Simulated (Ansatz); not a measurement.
# Piezoelectric films for bulk acoustic wave filters

Plane-wave DFT in Ansatz, LDA, scalar-relativistic PAW potentials, cutoff 420 eV, no spin-orbit coupling; no spin polarisation. Relaxed polar crystals, polar axis along z; elastic and piezoelectric constants with ions relaxed at zero field, permittivity at fixed strain.

| crystal | atoms in primitive cell | e33, size (C/m²) | C33 (GPa) | ε33 | density (kg/m³) |
| --- | --- | --- | --- | --- | --- |
| GaN (P6_3mc) | 4 | 0.820 | 409.4 | 10.78 | 6290 |
| AlN (P6_3mc) | 4 | 1.671 | 369.9 | 9.53 | 3333 |
| ZnO (P6_3mc) | 4 | 1.330 | 238.3 | 10.20 | 5963 |

Give the thickness-mode coupling, the sound velocity along z and the film thickness for 2.4 GHz.

The field stiffens the wave: C^D = C33 + e33²/(ε33 ε₀), k_t² = e33²/(ε33 ε₀ C^D), v = √(C^D/ρ), ε₀ = 8.854×10⁻¹² F/m, and a free plate has its parallel resonance (open circuit) at t = v/2f.
```csv
crystal,C^D (GPa),k_t² (%),v (m/s),t (nm)
AlN (P6_3mc),403.0,8.22,10996,2291
ZnO (P6_3mc),257.9,7.59,6576,1370
GaN (P6_3mc),416.5,1.69,8137,1695
```

AlN (P6_3mc) couples most, with the largest e33 as well. The series resonance lies below the parallel one by a share of about 4k_t²/π², 3.3 % for AlN (P6_3mc), and that spacing sets a filter's bandwidth. Measured AlN films reach a k_t² of about 6.5 %. Electrodes add mass, so a real film is thinner for the same frequency; losses, leakage and the temperature drift weren't computed.

Cost: about 73 core-minutes for the runs cited, on Intel Xeon Platinum 8259CL (Skylake/Cascade Lake), Intel Xeon Processor @ 2.50GHz (Skylake/Cascade Lake), Intel Xeon 6975P-C (Granite Rapids) (shared hosts).